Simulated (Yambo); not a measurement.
Material: BaO (NiAs type, space group P6_3/mmc, No. 194) under isotropic strain of -1.5 % on all lattice vectors; a = b = 3.6873 Å, c = 6.4351 Å, α = β = 90.00°, γ = 120.00° (4 atoms in the cell). The PBEsol cell relaxed from Materials Project entry mp-1008500 was given an isotropic strain of -1.5 % on all lattice vectors, and the atoms were relaxed again.

With PBEsol (Quantum ESPRESSO, PseudoDojo norm-conserving, 84 Ry, no spin-orbit coupling), the gap between the mesh's edge points (H → M) is 2.387 eV.

Estimate the G0W0 gap between the same points from Yambo (6×6×2 Γ-centred k mesh, 121 bands and a 7 Ry block in the screening, 121 bands in G with the Bruneval-Gonze terminator, plasmon pole fitted at 27.2 eV).

The correction is 1.091 eV, giving 3.479 eV, 1.5 times the PBEsol value.  Convergence of the G0W0 settings was not tested. 

This is not the ordinary phase of the substance; no match was found in the copy of COD used, and its stability was not checked.
